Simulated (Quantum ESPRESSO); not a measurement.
Be2CuRuRh4 (simulated cell) (calculated)

All values are calculated (Quantum ESPRESSO 7.5). Calculation on a made-up metal alloy cell, not a measurement: no spin or spin-orbit, unrelaxed, 2900 K smearing, stress positive in tension, cell energy less fitted offsets; periodic Kohn-Sham density functional theory in plane waves with PseudoDojo standard norm-conserving scalar-relativistic pseudopotentials, each functional with its own files (v0.5 for PBE, v0.4.1 for LDA and PBEsol), eight atoms on drawn sites of a strained close-packed or body-centred lattice, each displaced and held fixed; the energy is the cell's free energy, ions and the entropy term -TS included, at the stated Fermi-Dirac width, less a fixed offset for each atom's element (shifted free energy); compositions with an open d shell lost a parallel starting moment in a cheaper test run, and other magnetic orders were not tried; an error bar is the largest change of its kind in a tighter rerun, never given below 0.002 eV, 0.02 GPa or 0.003 eV/angstrom, and covers cutoff and k-mesh only, not smearing or the files.

Common to all runs: lattice type face-centred cubic; functional pbe; cutoff 1252 eV; fermi dirac smearing 0.25 eV; electrons removed 0; run command mpirun -np 4 pw.x -nk 4 -in in; run processor Intel Xeon, 2023 or later, virtual cores; k mesh 6 x 5 x 4 shifted half a step off Gamma on each axis.

Notes on all entries: the beryllium pseudopotential is less sure than most, with forces differing by about two percent and pressure by one to two GPa from a second method on plain beryllium; the copper pseudopotential is less sure than most, with forces differing by about three percent and pressure by about two GPa from a second method on plain copper; a spin test at this wide smearing found no moment, but such smearing suppresses magnetism that the real alloy may have; lattice, volume and sites are drawn at random and may be unstable or far from any real phase; energies are for the whole cell, less offsets fitted to these runs, so they are not formation energies.

(1) Be2CuRuRh4 (simulated cell)

```
Be2CuRuRh4
1.0
      0.0149     3.7641    -0.0045
     -3.7830    -0.0106    -3.7616
     -3.8189    -0.0194     3.7976
Rh Be Rh Ru Be Cu Rh
1 1 1 1 1 1 2
Direct
  0.01717 -0.00701 0.02091
  -0.04097 0.01331 0.48635
  -0.02018 0.51382 0.00416
  0.02110 0.50245 0.50563
  0.49713 0.25557 0.25450
  0.49603 0.26689 0.74183
  0.47139 0.78193 0.24656
  0.49331 0.71741 0.77194
```

* entropy term negative ts: -1.697 eV
* pressure: -2.43 GPa
* stress xx: 7.56 GPa
* stress yy: -0.18 GPa
* stress zz: -0.1 GPa
* stress yz: -5.4 GPa
* stress xz: -0.57 GPa
* stress xy: 1.55 GPa
* shifted free energy: 0.557 eV

Atoms:
| atoms element | atom site | atom energy offset (eV) |
| --- | --- | --- |
| Rh | 1 | -3191.96 |
| Be | 2 | -379.28 |
| Rh | 3 | -3191.96 |
| Ru | 4 | -2750.51 |
| Be | 5 | -379.28 |
| Cu | 6 | -5159.25 |
| Rh | 7 | -3191.96 |
| Rh | 8 | -3191.96 |

Forces:
| site | x (eV/Å) | y (eV/Å) | z (eV/Å) |
| --- | --- | --- | --- |
| 1 | -1.215 | -1.67 | -2.639 |
| 2 | -0.075 | 0.198 | 0.146 |
| 3 | 0.425 | 0.297 | 2.223 |
| 4 | 0.682 | -0.875 | -0.316 |
| 5 | 0.054 | -0.003 | -0.103 |
| 6 | 1.345 | 0.2 | 1.363 |
| 7 | -0.821 | 1.739 | 2.351 |
| 8 | -0.395 | 0.114 | -3.023 |

Notes: error bars: energy 0.0027 eV, stress 0.09 GPa, force 0.0064 eV/Å, from a tighter rerun of this cell; 18 SCF iterations, 171 s of wall time on a shared machine.

(2) Be2CuRuRh4 (simulated cell)

```
Be2CuRuRh4
1.0
      0.0149     3.7641    -0.0045
     -3.7830    -0.0106    -3.7616
     -3.8189    -0.0194     3.7976
Rh Be Rh Be Cu Ru Rh
1 1 2 1 1 1 1
Direct
  0.01717 -0.00701 0.02091
  -0.04097 0.01331 0.48635
  -0.02018 0.51382 0.00416
  0.02110 0.50245 0.50563
  0.49713 0.25557 0.25450
  0.49603 0.26689 0.74183
  0.47139 0.78193 0.24656
  0.49331 0.71741 0.77194
```

- entropy term negative ts: -1.595 eV
- pressure: -2.81 GPa
- stress xx: 6.95 GPa
- stress yy: -0.05046 GPa
- stress zz: 1.54 GPa
- stress yz: -4.97 GPa
- stress xz: -0.13 GPa
- stress xy: 1.86 GPa
- shifted free energy: 0.275 eV

Atoms:
| atoms element | atom site | atom energy offset (eV) |
| --- | --- | --- |
| Rh | 1 | -3191.96 |
| Be | 2 | -379.28 |
| Rh | 3 | -3191.96 |
| Rh | 4 | -3191.96 |
| Be | 5 | -379.28 |
| Cu | 6 | -5159.25 |
| Ru | 7 | -2750.51 |
| Rh | 8 | -3191.96 |

Forces:
| site | x (eV/Å) | y (eV/Å) | z (eV/Å) |
| --- | --- | --- | --- |
| 1 | -1.333 | -1.494 | -2.06 |
| 2 | -0.144 | 0.177 | 0.17 |
| 3 | 0.422 | 0.36 | 2.227 |
| 4 | 0.917 | -0.928 | -0.328 |
| 5 | -0.035 | -0.006 | -0.151 |
| 6 | 1.356 | 0.195 | 1.369 |
| 7 | -0.471 | 1.52 | 1.787 |
| 8 | -0.711 | 0.175 | -3.013 |

Notes: error bars: energy 0.0027 eV, stress 0.09 GPa, force 0.0064 eV/Å, from a tighter rerun of a related cell, whose elements or sites may differ; 18 SCF iterations, 172 s of wall time on a shared machine.
